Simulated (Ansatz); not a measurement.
Nb2SiB2:
```
Nb2SiB2
1.0
    1.56981    -5.48775     0.00000
    1.56981     5.48775     0.00000
    0.00000     0.00000     3.31810
Si Nb B
1 2 2
Direct
  0.00000   0.00000   0.00000
  0.36578   0.63422   0.50000
  0.63422   0.36578   0.50000
  0.20934   0.79066   0.00000
  0.79066   0.20934   0.00000
```

Relaxed with PBEsol. Special points in fractions of this cell's reciprocal vectors: Γ (0.000, 0.000, 0.000); Y (-0.500, 0.500, 0.000); C0 (-0.270, 0.730, 0.000); Σ0 (0.270, 0.270, 0.000); Z (0.000, 0.000, 0.500); A0 (0.270, 0.270, 0.500); E0 (-0.270, 0.730, 0.500); T (-0.500, 0.500, 0.500); S (0.000, 0.500, 0.000); R (0.000, 0.500, 0.500).

Problem. List the band energies nearest the Fermi level at these points for PBEsol in the plane-wave PAW code Ansatz.

Solution. In eV from the Fermi level; about four levels below and three above (degenerate sets whole), none deeper than 8.9 eV; points with the same levels are listed once.

```
k                     below           above
--  -----------------------  --------------
Γ   -3.02 -2.75 -0.40 -0.17  1.36 1.64 1.94
Y   -3.51 -2.56 -1.50 -0.51  1.04 2.04 2.94
C0  -3.44 -3.12 -2.52 -0.16  0.61 1.15 2.32
Z   -2.57 -1.57 -1.18 -0.54  0.57 1.32 1.78
A0  -4.87 -4.05 -3.48 -0.12  0.13 1.08 1.38
T   -3.14 -0.64 -0.58 -0.36  1.98 2.13 2.85
S   -3.75 -3.74 -3.42 -2.54  0.03 0.60 1.05
R   -5.06 -4.71 -4.32 -3.37  0.00 0.14 1.12
```

Space group Cmmm. The start of the workflow was typed in or built on a structure type; neither database checked (COD, Materials Project) lists it. Whether it is the stable phase at ambient conditions was not checked. The PBEsol relaxation kept the symmetry of its start; whether a distortion lowers the energy is not shown. No spin polarisation was allowed. Spin–orbit coupling is left out wherever it is not named.

Potentials: the earlier of the program's two PAW sets. The files were generated under PBE; for other functionals the program regenerates the frozen cores, and for LDA and PBEsol the local potential too.
